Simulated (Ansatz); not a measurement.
Structures of TiAl₂: which is lowest?

Plane-wave DFT in Ansatz with scalar-relativistic PAW potentials, cutoff 420 eV, Γ-centred meshes chosen by cell and gap, Gaussian smearing with energies taken to zero width. Every cell was relaxed (cell and atoms) in a run of its own, within the symmetry of its start. Functional: LDA.

Relaxed structures (starts from databases or built by putting these elements on another compound's sites):
A. I4_1/amd, 12 atoms in the computed cell, a = 3.897 Å, c = 23.896 Å; sites (symmetry × multiplicity) Ti 2mm. × 8, Al 2mm. × 8 + 2mm. × 8; start: database
B. Cmmm, 6 atoms in the computed cell, a = 3.864 Å, b = 11.947 Å, c = 3.932 Å; sites (symmetry × multiplicity) Ti m2m × 4, Al m2m × 4 + mmm × 2 + mmm × 2; start: database

**Question.** Rank them by energy. Could pressure change the order?

**Answer.**
| structure | group | E − E(lowest) (meV/atom) | V (Å³/atom) | gap on mesh (eV) |
| --- | --- | --- | --- | --- |
| A | I4_1/amd | 0.0 | 15.12 | 0.00 |
| B | Cmmm | 4.0 | 15.12 | 0.00 |

A and B are level within the 5 meV/atom that separate runs leave open. The two lowest differ in volume by under 3 %, too little for a first-order estimate of what pressure does to that pair (other pairs aren't weighed here). Other structures may lie lower than all of these, and vibrations aren't counted.